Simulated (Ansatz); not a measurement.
The relaxed structure here is a generated cell of PtSe2: the first start was made by placing the elements on the sites of a structure type, and the end was not matched to a known phase here, so it may be hypothetical. Known forms of PtSe2 include space group No. 164.

One starting cell of PtSe2 (a generated cell, PtSe2 placed in the marcasite structure type) was relaxed twice with Ansatz (plane waves, PAW, scalar-relativistic): with r2SCAN at 500 eV and with PBE at 420 eV. The r2SCAN result:

```yaml
crystal:
  lattice:
    - [5.52588, 0.00000, 0.00000]
    - [0.00000, 5.91042, 0.00000]
    - [0.00000, 0.00000, 3.85987]
  atoms:
    - { symbol: Pt, position: [0.50000, 0.50000, 0.50000] }
    - { symbol: Pt, position: [0.00000, 0.00000, 0.00000] }
    - { symbol: Se, position: [0.73746, 0.87360, 0.50000] }
    - { symbol: Se, position: [0.23746, 0.62640, 0.00000] }
    - { symbol: Se, position: [0.76254, 0.37360, 0.00000] }
    - { symbol: Se, position: [0.26254, 0.12640, 0.50000] }
```

| quantity | r2SCAN | PBE |
|---|---|---|
| space group | Pnnm | Pnnm |
| volume (Å³/atom) | 21.01 | 21.39 |
| a (Å) | 5.526 | 5.478 |
| b (Å) | 5.910 | 5.988 |
| c (Å) | 3.860 | 3.913 |
| gap (eV, no spin-orbit coupling) | 0.00 | 0.00 |

Both levels end in the same structure; PBE's volume is 1.8 % larger. Neither column is exact.

No spin polarisation in the result.

The run could not lose the symmetry of its start: the end is stationary, and may be a saddle point rather than a minimum.

Ansatz is a quantum-chemistry and plane-wave program.
